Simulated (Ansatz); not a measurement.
AlP:
```cif
data_Al2P2
_chemical_formula_sum 'Al2 P2'
_space_group_name_H-M_alt 'P 1'
_space_group_IT_number 1
_cell_length_a 3.83470
_cell_length_b 3.83470
_cell_length_c 6.29920
_cell_angle_alpha 90.000
_cell_angle_beta 90.000
_cell_angle_gamma 120.000
loop_
_space_group_symop_operation_xyz
  'x, y, z'
loop_
_atom_site_label
_atom_site_type_symbol
_atom_site_fract_x
_atom_site_fract_y
_atom_site_fract_z
_atom_site_occupancy
Al1 Al 0.33333 0.66667 0.00015 1
Al2 Al 0.66667 0.33333 0.50015 1
P1 P 0.33333 0.66667 0.37485 1
P2 P 0.66667 0.33333 0.87485 1
```

Relaxed with LDA.

Give the optical modes at the zone centre with their infrared and Raman activity from DFPT, LDA (plane waves, PAW; program Ansatz).

Transverse frequencies, without the LO–TO term; a row sums one degenerate level.

| ω (cm⁻¹) | degeneracy | IR ((D/Å)²/amu) | Raman (Å⁴/amu) | activity | symmetry |
|---|---|---|---|---|---|
| 100 | 2 | 0.00 | 0.72 | Raman | E2 |
| 335 | 1 | 0.00 | 0 | silent | B1 |
| 399 | 1 | 0.00 | 0 | silent | B1 |
| 424 | 2 | 0.00 | 24 | Raman | E2 |
| 433 | 1 | 17.40 | 110 | IR+Raman | A1 |
| 439 | 2 | 29.92 | 28 | IR+Raman | E1 |

How high does the top mode go among those that the LO–TO term moves?

490 cm⁻¹ for q along x, 490 cm⁻¹ for q along y, 491 cm⁻¹ for q along z.

Space group P6_3mc (wurtzite). The workflow started from a Materials Project entry (that database holds measured and hypothetical structures alike); the Crystallography Open Database copy checked does not list it. It is not the phase usual at ambient conditions (space group No. 216). The cell was relaxed with LDA under the symmetry of its start; phonons on a q-mesh show no instability.

Potentials: the later of the program's two PAW sets.
